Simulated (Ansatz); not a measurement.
C:
```xyz
8
Lattice="-2.2346 2.2346 2.2346 2.2346 -2.2346 2.2346 2.2346 2.2346 -2.2346" Properties=species:S:1:pos:R:3 pbc="T T T"
C     -0.4179     1.8167     0.4179
C     -0.4179     0.4179     2.6524
C      0.4179    -0.4179     1.8167
C      2.6524    -0.4179     0.4179
C      1.8167     0.4179    -0.4179
C      0.4179     2.6524    -0.4179
C      0.4179     0.4179     0.4179
C      1.8167     1.8167     1.8167
```

Relaxed with r²SCAN. Special points in fractions of this cell's reciprocal vectors: Γ (0.000, 0.000, 0.000); H (0.500, -0.500, 0.500); N (0.000, 0.000, 0.500); P (0.250, 0.250, 0.250).

List the band energies nearest the valence-band maximum at these points for the program Ansatz at the r²SCAN level (PAW).

In eV from the valence-band maximum; about four levels below and three above (degenerate sets whole), none deeper than 8.9 eV; points with the same levels are listed once.

| k | below | above |
|---|---|---|
| Γ | -6.90 -6.90 -6.90 -2.80 -2.05 -2.05 | 5.59 5.59 5.59 |
| H | -4.15 -4.15 -4.15 0.00 0.00 0.00 | 2.72 7.86 7.86 7.86 |
| N | -4.17 -4.17 -2.38 -2.38 | 4.30 4.30 7.25 7.25 |
| P | -5.61 -5.61 -5.61 -5.61 | 6.58 6.58 6.58 6.58 |

Space group Ia-3. The start of the workflow was typed in or built on a structure type; neither database checked (COD, Materials Project) lists it. It is not the phase usual at ambient conditions (space group No. 194, 227). The r²SCAN relaxation kept the symmetry of its start; whether a distortion lowers the energy is not shown.

Potentials: the later of the program's two PAW sets.
